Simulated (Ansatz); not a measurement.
Geometry optimisation in Ansatz: input, command and trajectory.

```yaml
crystal:
  lattice:
    - [2.7544825951, 0.0, 0.0]
    - [-1.3772412975, 2.3854519017, 0.0]
    - [0.0, 0.0, 4.6867676917]
  atoms:
    - { symbol: Ni, position: [0.0, 0.0, 0.5] }
    - { symbol: O, position: [0.6666666667, 0.3333333333, 0.6970414619] }
    - { symbol: O, position: [0.3333333333, 0.6666666667, 0.3029585381] }
basis:
  ecutwfc: 420
kpoints:
  mp_grid: { grid: [12, 12, 6] }
hamiltonian:
  xc: pbesol
scf:
  occupations: { method: gaussian, width: 0.02 }
output:
  forces: true
  stress: true
  eigenvalues: true
relax:
  adjacent_minimum: "off"
  f_tol: 0.01
  max_steps: 30
  cell: { stress_tol: 0.1, fix: [volume] }
```

```bash
ansatz run input.yaml --threads 1 --pin off --max-ram 2560MiB --backend cpu --events-out ev --progress --plain --runs-dir out
```

Theory: DFT PBEsol, scalar-relativistic, plane waves, PAW in Ansatz.

The volume is held at 0.94 times that of the relaxed cell.

Of 7 frames 6 are shown, positions in Å and forces in eV/Å; the SCF threshold varies from step to step. Steps run on the plane waves of an earlier cell, with a Pulay correction in the pressure. The basis is chosen afresh for the last frame, the zero of the energies, and at times for earlier ones too; energy and pressure step there, also at an unchanged geometry. Spin polarisation was left out; whether the Ni atoms would carry moments isn't shown by this run.

```xyz
3
Lattice="2.7545 0.0000 0.0000 -1.3772 2.3855 0.0000 0.0000 0.0000 4.6868" Properties=species:S:1:pos:R:3:forces:R:3 pbc="T T T" step=1 free_energy_over_end_meV_per_atom=6.38 pressure_GPa=6.90
Ni    0.0000    0.0000    2.3434    0.0000    0.0000    0.0000
O     1.3772    0.7952    3.2669    0.0000    0.0000    0.4661
O     0.0000    1.5903    1.4199    0.0000    0.0000   -0.4661
3
Lattice="2.7662 0.0000 0.0000 -1.3831 2.3956 0.0000 0.0000 0.0000 4.6471" Properties=species:S:1:pos:R:3:forces:R:3 pbc="T T T" step=2 free_energy_over_end_meV_per_atom=2.26 pressure_GPa=4.24
Ni    0.0000    0.0000    2.3236    0.0000    0.0000    0.0000
O     1.3831    0.7985    3.2507    0.0000    0.0000    0.2728
O     0.0000    1.5971    1.3964    0.0000    0.0000   -0.2728
3
Lattice="2.7808 0.0000 0.0000 -1.3904 2.4083 0.0000 0.0000 0.0000 4.5984" Properties=species:S:1:pos:R:3:forces:R:3 pbc="T T T" step=3 free_energy_over_end_meV_per_atom=0.23 pressure_GPa=0.94
Ni    0.0000    0.0000    2.2992    0.0000    0.0000    0.0000
O     1.3904    0.8028    3.2318    0.0000    0.0000    0.0278
O     0.0000    1.6055    1.3666    0.0000    0.0000   -0.0278
3
Lattice="2.7804 0.0000 0.0000 -1.3902 2.4079 0.0000 0.0000 0.0000 4.5997" Properties=species:S:1:pos:R:3:forces:R:3 pbc="T T T" step=4 free_energy_over_end_meV_per_atom=0.22 pressure_GPa=0.82
Ni    0.0000    0.0000    2.2999    0.0000    0.0000    0.0000
O     1.3902    0.8026    3.2337    0.0000    0.0000    0.0075
O     0.0000    1.6053    1.3661    0.0000    0.0000   -0.0075
3
Lattice="2.7804 0.0000 0.0000 -1.3902 2.4079 0.0000 0.0000 0.0000 4.5997" Properties=species:S:1:pos:R:3:forces:R:3 pbc="T T T" step=5 free_energy_over_end_meV_per_atom=0.03 pressure_GPa=0.85
Ni    0.0000    0.0000    2.2999    0.0000    0.0000    0.0000
O     1.3902    0.8026    3.2337    0.0000    0.0000    0.0076
O     0.0000    1.6053    1.3661    0.0000    0.0000   -0.0076
3
Lattice="2.7827 0.0000 0.0000 -1.3913 2.4099 0.0000 0.0000 0.0000 4.5923" Properties=species:S:1:pos:R:3:forces:R:3 pbc="T T T" step=7 free_energy_over_end_meV_per_atom=0.00 pressure_GPa=0.58
Ni    0.0000    0.0000    2.2961    0.0000    0.0000    0.0000
O     1.3913    0.8033    3.2293    0.0000    0.0000    0.0000
O     0.0000    1.6066    1.3630    0.0000    0.0000    0.0000
```

Time: 12 s on 1 thread of Intel(R) Xeon(R) 6975P-C (Granite Rapids), with other jobs on the host, peak memory 0.4 GiB.

The cell holds layers, and where no dispersion correction was added their binding is poorly described.